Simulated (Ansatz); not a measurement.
**Pressure against volume in MoW5**

It was reached by relaxing an invented guess, and it needn't be the stable form of this composition.

Computed with DFT PBE, scalar-relativistic, plane waves, PAW (Ansatz). Plane waves to 420 eV, a 12×12×4 mesh through Γ for the 6-atom cell and 0.10 eV Gaussian smearing; no spin polarisation.

```xyz
6
Lattice="3.1798 0.0000 0.0000 0.0000 3.1798 0.0000 0.0000 0.0000 9.5418" Properties=species:S:1:pos:R:3 pbc="T T T"
Mo    1.5899    1.5899    4.7709
W     0.0000    0.0000    6.3542
W     1.5899    1.5899    7.9470
W     0.0000    0.0000    0.0000
W     1.5899    1.5899    1.5948
W     0.0000    0.0000    3.1876
```

The cell was set to several volumes, with shape and atoms relaxed at each where symmetry leaves them free. Pressure is positive in compression, and energies count from the lowest row. No row has a gap on its mesh.

| row | V (Å³/atom) | P (GPa) | ΔE (meV/atom) |
| --- | --- | --- | --- |
| 1 | 14.151 | 48.83 | 263.5 |
| 2 | 14.633 | ? | ? |
| 3 | 15.115 | 20.63 | 59.4 |
| 4 | 15.598 | 9.55 | 14.2 |
| 5 | 16.080 | -0.02 | 0.0 |
| 6 | 16.563 | -8.25 | 12.6 |
| 7 | 17.045 | -15.29 | 48.3 |
| 8 | 17.688 | -23.08 | 126.0 |

Task: Find B = −V·ΔP/ΔV from rows 4 and 6 and from rows 1 and 3, and from the two its slope B′ and its value B0 at zero pressure.

Result: Rows 4 and 6 give −(15.598 + 16.563)/2 × (-8.25 − (9.55))/(16.563 − 15.598) = 296.6 GPa at a mean pressure of 0.65 GPa. Rows 1 and 3 give −(14.151 + 15.115)/2 × (20.63 − (48.83))/(15.115 − 14.151) = 428.1 GPa at a mean pressure of 34.73 GPa. So B′ = (428.1 − 296.6)/(34.73 − (0.65)) = 3.86 and B0 = 296.6 − 3.86 × (0.65) = 294.1 GPa. A third-order Birch–Murnaghan fit to all the energies gives B0 = 294.6 GPa and B′ = 4.0.

Task: Estimate the pressure and energy of row 2.

Result: From row 5, V0 = 16.080 × (1 + (-0.02)/294.1) = 16.079 Å³/atom. Murnaghan's form P = (B0/B′)·[(V0/V)^B′ − 1] gives (294.1/3.86) × [(16.079/14.633)^3.86 − 1] = 33.43 GPa; the computed pressure is 33.57 GPa, so the estimate is off by -0.14 GPa. The work of compression from row 3, with the mean of the two pressures, gives ΔE = 59.4 + (33.43 + 20.63)/2 × (15.115 − 14.633)/160.2 × 1000 = 140.7 meV/atom (1 eV/Å³ = 160.2 GPa); the computed value is 140.3 meV/atom.

These runs have no spin–orbit coupling, which can matter for W. All volumes keep the k mesh of the relaxed cell. A later test with randomly moved atoms came back to the same energy, though modes that don't fit the test's cell weren't probed.
